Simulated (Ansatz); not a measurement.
Input, command and steps of an Ansatz relaxation.

```yaml
crystal:
  lattice:
    - [7.1217038455, 0.0, 0.0]
    - [0.0, 7.1217038455, 0.0]
    - [0.0, 0.0, 6.6514219103]
  atoms:
    - { symbol: Si, position: [0.2684648875, 0.0, 0.1190912037] }
    - { symbol: Si, position: [0.0, 0.7315351125, 0.8809087963] }
    - { symbol: Si, position: [0.0, 0.2684648875, 0.8809087963] }
    - { symbol: Si, position: [0.7315351125, 0.0, 0.1190912037] }
    - { symbol: Si, position: [0.0, 0.0, 0.5] }
    - { symbol: O, position: [0.186766218, 0.0, 0.3520448718] }
    - { symbol: O, position: [0.0, 0.813233782, 0.6479551282] }
    - { symbol: O, position: [0.0, 0.186766218, 0.6479551282] }
    - { symbol: O, position: [0.813233782, 0.0, 0.3520448718] }
    - { symbol: O, position: [0.1878091665, 0.1878091665, 0.0] }
    - { symbol: O, position: [0.1878091665, 0.8121908335, 0.0] }
    - { symbol: O, position: [0.8121908335, 0.1878091665, 0.0] }
    - { symbol: O, position: [0.8121908335, 0.8121908335, 0.0] }
    - { symbol: O, position: [0.5, 0.0, 0.1216814701] }
    - { symbol: O, position: [0.0, 0.5, 0.8783185299] }
basis:
  ecutwfc: 500
kpoints:
  mp_grid: { grid: [4, 4, 4] }
hamiltonian:
  xc: r2scan
scf:
  occupations: { method: gaussian, width: 0.02 }
output:
  forces: true
  stress: true
  eigenvalues: true
relax:
  adjacent_minimum: "off"
  f_tol: 0.01
  max_steps: 30
  cell: { stress_tol: 0.1, fix: [volume] }
```

```bash
ansatz run input.yaml --threads 4 --pin off --max-ram 10240MiB --backend cpu --events-out ev --progress --plain --runs-dir out
```

These are results of Ansatz, DFT r2SCAN, scalar-relativistic, plane waves, PAW, not measurements.

The volume is held at 1.1 times that of the relaxed cell.

Of 6 frames 5 are shown, positions in Å and forces in eV/Å; the SCF threshold varies from step to step. Steps run on the plane waves of an earlier cell, with a Pulay correction in the pressure. The basis is chosen afresh for the last frame, the zero of the energies, and at times for earlier ones too; energy and pressure can step there, also at an unchanged geometry. Where two frames share a geometry here, they differ by under 2 meV/atom and 0.3 GPa.

```xyz
15
Lattice="7.1217 0.0000 0.0000 0.0000 7.1217 0.0000 0.0000 0.0000 6.6514" Properties=species:S:1:pos:R:3:forces:R:3 pbc="T T T" step=1 free_energy_over_end_meV_per_atom=2.28 pressure_GPa=-8.48
Si    1.9119    0.0000    0.7921   -0.1424    0.0000   -0.0359
Si    0.0000    5.2098    5.8593    0.0000    0.1424    0.0359
Si    0.0000    1.9119    5.8593    0.0000   -0.1424    0.0359
Si    5.2098    0.0000    0.7921    0.1424    0.0000   -0.0359
Si    0.0000    0.0000    3.3257    0.0000    0.0000    0.0000
O     1.3301    0.0000    2.3416   -0.2581    0.0000   -0.1955
O     0.0000    5.7916    4.3098    0.0000    0.2581    0.1955
O     0.0000    1.3301    4.3098    0.0000   -0.2581    0.1955
O     5.7916    0.0000    2.3416    0.2581    0.0000   -0.1955
O     1.3375    1.3375    0.0000   -0.2614   -0.2614    0.0000
O     1.3375    5.7842    0.0000   -0.2614    0.2614    0.0000
O     5.7842    1.3375    0.0000    0.2614   -0.2614    0.0000
O     5.7842    5.7842    0.0000    0.2614    0.2614    0.0000
O     3.5609    0.0000    0.8094    0.0000    0.0000   -0.0060
O     0.0000    3.5609    5.8421    0.0000    0.0000    0.0060
15
Lattice="7.1205 0.0000 0.0000 0.0000 7.1205 0.0000 0.0000 0.0000 6.6536" Properties=species:S:1:pos:R:3:forces:R:3 pbc="T T T" step=2 free_energy_over_end_meV_per_atom=0.99 pressure_GPa=-8.19
Si    1.9092    0.0000    0.7920   -0.0668    0.0000   -0.0175
Si    0.0000    5.2113    5.8616    0.0000    0.0668    0.0175
Si    0.0000    1.9092    5.8616    0.0000   -0.0668    0.0175
Si    5.2113    0.0000    0.7920    0.0668    0.0000   -0.0175
Si    0.0000    0.0000    3.3268    0.0000    0.0000    0.0000
O     1.3236    0.0000    2.3378   -0.1731    0.0000   -0.1412
O     0.0000    5.7969    4.3158    0.0000    0.1731    0.1412
O     0.0000    1.3236    4.3158    0.0000   -0.1731    0.1412
O     5.7969    0.0000    2.3378    0.1731    0.0000   -0.1412
O     1.3316    1.3316    0.0000   -0.1693   -0.1693    0.0000
O     1.3316    5.7890    0.0000   -0.1693    0.1693    0.0000
O     5.7890    1.3316    0.0000    0.1693   -0.1693    0.0000
O     5.7890    5.7890    0.0000    0.1693    0.1693    0.0000
O     3.5603    0.0000    0.8090    0.0000    0.0000    0.0003
O     0.0000    3.5603    5.8446    0.0000    0.0000   -0.0003
15
Lattice="7.1186 0.0000 0.0000 0.0000 7.1186 0.0000 0.0000 0.0000 6.6572" Properties=species:S:1:pos:R:3:forces:R:3 pbc="T T T" step=3 free_energy_over_end_meV_per_atom=0.01 pressure_GPa=-7.62
Si    1.9060    0.0000    0.7916   -0.0040    0.0000   -0.0116
Si    0.0000    5.2126    5.8657    0.0000    0.0040    0.0116
Si    0.0000    1.9060    5.8657    0.0000   -0.0040    0.0116
Si    5.2126    0.0000    0.7916    0.0040    0.0000   -0.0116
Si    0.0000    0.0000    3.3286    0.0000    0.0000    0.0000
O     1.3105    0.0000    2.3286   -0.0159    0.0000    0.0113
O     0.0000    5.8081    4.3287    0.0000    0.0159   -0.0113
O     0.0000    1.3105    4.3287    0.0000   -0.0159   -0.0113
O     5.8081    0.0000    2.3286    0.0159    0.0000    0.0113
O     1.3206    1.3206    0.0000    0.0101    0.0101    0.0000
O     1.3206    5.7979    0.0000    0.0101   -0.0101    0.0000
O     5.7979    1.3206    0.0000   -0.0101    0.0101    0.0000
O     5.7979    5.7979    0.0000   -0.0101   -0.0101    0.0000
O     3.5593    0.0000    0.8092    0.0000    0.0000    0.0074
O     0.0000    3.5593    5.8480    0.0000    0.0000   -0.0074
15
Lattice="7.1185 0.0000 0.0000 0.0000 7.1185 0.0000 0.0000 0.0000 6.6574" Properties=species:S:1:pos:R:3:forces:R:3 pbc="T T T" step=4 free_energy_over_end_meV_per_atom=0.00 pressure_GPa=-7.63
Si    1.9058    0.0000    0.7916   -0.0019    0.0000    0.0009
Si    0.0000    5.2127    5.8658    0.0000    0.0019   -0.0009
Si    0.0000    1.9058    5.8658    0.0000   -0.0019   -0.0009
Si    5.2127    0.0000    0.7916    0.0019    0.0000    0.0009
Si    0.0000    0.0000    3.3287    0.0000    0.0000    0.0000
O     1.3098    0.0000    2.3288    0.0067    0.0000   -0.0140
O     0.0000    5.8087    4.3286    0.0000   -0.0067    0.0140
O     0.0000    1.3098    4.3286    0.0000    0.0067    0.0140
O     5.8087    0.0000    2.3288   -0.0067    0.0000   -0.0140
O     1.3211    1.3211    0.0000    0.0030    0.0030    0.0000
O     1.3211    5.7974    0.0000    0.0030   -0.0030    0.0000
O     5.7974    1.3211    0.0000   -0.0030    0.0030    0.0000
O     5.7974    5.7974    0.0000   -0.0030   -0.0030    0.0000
O     3.5593    0.0000    0.8100    0.0000    0.0000    0.0047
O     0.0000    3.5593    5.8474    0.0000    0.0000   -0.0047
15
Lattice="7.1183 0.0000 0.0000 0.0000 7.1183 0.0000 0.0000 0.0000 6.6579" Properties=species:S:1:pos:R:3:forces:R:3 pbc="T T T" step=6 free_energy_over_end_meV_per_atom=0.00 pressure_GPa=-7.63
Si    1.9058    0.0000    0.7915    0.0000    0.0000    0.0000
Si    0.0000    5.2125    5.8664    0.0000    0.0000    0.0000
Si    0.0000    1.9058    5.8664    0.0000    0.0000    0.0000
Si    5.2125    0.0000    0.7915    0.0000    0.0000    0.0000
Si    0.0000    0.0000    3.3289    0.0000    0.0000    0.0000
O     1.3095    0.0000    2.3283   -0.0002    0.0000    0.0009
O     0.0000    5.8087    4.3295    0.0000    0.0002   -0.0009
O     0.0000    1.3095    4.3295    0.0000   -0.0002   -0.0009
O     5.8087    0.0000    2.3283    0.0002    0.0000    0.0009
O     1.3214    1.3214    0.0000   -0.0002   -0.0002    0.0000
O     1.3214    5.7968    0.0000   -0.0002    0.0002    0.0000
O     5.7968    1.3214    0.0000    0.0002   -0.0002    0.0000
O     5.7968    5.7968    0.0000    0.0002    0.0002    0.0000
O     3.5591    0.0000    0.8108    0.0000    0.0000   -0.0006
O     0.0000    3.5591    5.8470    0.0000    0.0000    0.0006
```

It took 75 s on 4 threads of Oxide Virtual Turin-like Processor (Zen 5), with other jobs on the host, peak memory 1.4 GiB.